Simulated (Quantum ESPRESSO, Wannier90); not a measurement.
Wannierisation of PbSe (rock salt)

Materials Project entry mp-2201; symmetrised, unrelaxed at this level. COD (Crystallography Open Database) has an entry of this formula and space group (matched by these alone). Method: PBE plane waves in Quantum ESPRESSO 7.5 (PseudoDojo norm-conserving files, 69 Ry, no spin polarisation, no spin-orbit coupling), Bloch states on a 10×10×10 mesh through Γ, Wannier90 4.0.1. Density: 10×10×10 mesh, cold smearing 0.01 Ry. Spin-orbit coupling is left out although heavy elements are present.

```
begin unit_cell_cart
ang
    0.0000000000    3.0908250000    3.0908250000
    3.0908250000    0.0000000000    3.0908250000
    3.0908250000    3.0908250000    0.0000000000
end unit_cell_cart
mp_grid = 10 10 10
```

Neighbour vectors b of the finite-difference formula (Å⁻¹), by shell:

| shell | b_x | b_y | b_z |
|---|---|---|---|
| 1 | 0.10164 | 0.10164 | -0.10164 |
| 1 | 0.10164 | -0.10164 | 0.10164 |
| 1 | -0.10164 | 0.10164 | 0.10164 |
| 1 | 0.10164 | 0.10164 | 0.10164 |
| 1 | -0.10164 | -0.10164 | 0.10164 |
| 1 | -0.10164 | 0.10164 | -0.10164 |
| 1 | 0.10164 | -0.10164 | -0.10164 |
| 1 | -0.10164 | -0.10164 | -0.10164 |

Problem. Find the weights w_b from the completeness condition Σ_b w_b b_α b_β = δ_αβ.

Solution. Shell 1: Σ b_x² = 0.083, Σ b_y² = 0.083, Σ b_z² = 0.083 Å⁻²
Each of the three diagonal sums, weighted, has to give 1 and the off-diagonal ones 0, which holds for w_1 = 12.1 Å². Check on xx: 12.10×0.083 = 1.00.

On this mesh the 5 functions of bands 11-15 (valence bands; start: SCDM (isolated), conv_tol = 1.0e-6) end with spreads 3.0045, 2.9575, 3.0586, 3.0795, 2.8532 Å², Ω_I = 13.4044 Å² and Ω_D = 0.0007 Å².

Ω_total is the sum of the spreads, 14.953 Å². Ω_OD = Ω_total − Ω_I − Ω_D = 1.548 Å². Only (Ω_D + Ω_OD)/Ω_total = 10.4 % depends on the gauge, and another start could lower the total by that share at most. The rms radius is √(Ω_total/5) = 1.73 Å.
